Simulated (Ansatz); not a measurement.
**VClO (Pmmn): exchange between two sublattices**

Level of theory: PBEsol+U, U = 4.0 eV, J = 0.7 eV (Liechtenstein form) on V d, fully localised double counting, scalar-relativistic datasets, 420 eV, PAW set soft_2 (made for PBE), 6×5×3 mesh, Gaussian smearing of 0.05 eV; plane-wave PAW code Ansatz.

```
V Cl O
1.0
     3.30000    0.00000    0.00000
     0.00000    3.78000    0.00000
     0.00000    0.00000    7.91000
V Cl O
2 2 2
Direct
  0.00000 0.50000 0.11480
  0.50000 0.00000 0.88520
  0.50000 0.50000 0.32790
  0.00000 0.00000 0.67210
  0.50000 0.50000 0.95420
  0.00000 0.00000 0.04580
```

The structure is that of a cell as deposited in COD, unrelaxed.

Cell and atoms stay fixed; no spin–orbit coupling. The cell holds two magnetic ions, atoms 1 and 2, and the lowest free states with their moments parallel and opposed are compared.

Question: Which order lies lower, by how much, and what else changes?

Answer: The parallel one, by 2.2 meV/atom (6.7 meV per magnetic ion). Parallel: gap 1.82 eV, moments V 1.49 μB (cell 4.00 μB), pressure 1.7 GPa. Opposed: gap 1.83 eV, moments V 1.47, -1.47 μB, pressure 1.7 GPa.

Both states fill the shells alike (parallel: V 2↑ 0↓, 3.30 e; opposed: V 2↑ 0↓, 3.30 e; V 0↑ 2↓, 3.30 e; their occupation matrices agree within 0.15, spins exchanged on the turned ion), so they differ in the order of the moments and not in the filling. A natural orbital (eigenvector of a shell's occupation matrix) is counted as filled above 0.75 (0.9 in a metal) and as partly filled from 0.35 up to that; ↑ and ↓ are the spin channels. With spin off the cell lies 722.3 meV/atom from the lower state (gap zero (metallic)).

In the opposed pattern, atom 1 has 4 of its 4 magnetic neighbours at 3.10 Å, 0 of 2 at 3.30 Å, 0 of 2 at 3.78 Å, 0 of 4 at 5.02 Å turned against it; the energy difference holds only the couplings to turned neighbours.

Question: The moments are now held at an angle, ending 89° apart (non-collinear spin). What is the energy against the parallel state?

Answer: A Heisenberg form, E(θ) − E(0°) = [E(180°) − E(0°)] (1 − cos θ)/2, gives 13.3 × (1 − cos 89.3°)/2 = 6.6 meV per cell; the run gave 6.7 meV. The form holds well.

In the lower state the fixed cell carries a pressure of 1.7 GPa (the cell is smaller than this level of theory would relax to) and forces up to 0.16 eV/Å; relaxing would change energies and could change the order of close states.

Measured magnetic order: antiferromagnetic, with a Néel temperature of 79 K (“Electronic structure of the two-dimensional Heisenberg antiferromagnet VOCl: a multi-orbital Mott insulator”, 2009, arxiv:0909.2029). The lowest state here has parallel moments, unlike the measured order; the pattern of opposed moments run needn't be the measured one.

Only these patterns were run; an order that needs another cell may lie lower. At this level the cell was started in 18 ways, of which 1 didn't converge. For metallic states the mesh is coarse, so energy differences carry some meV/atom. U is one value of a scan, not fitted to this compound, so the states needn't resemble the real material's. A gap on the mesh alone may shrink between mesh points. Site moments are integrated in small spheres and here fall short of the shell's N↑ − N↓.
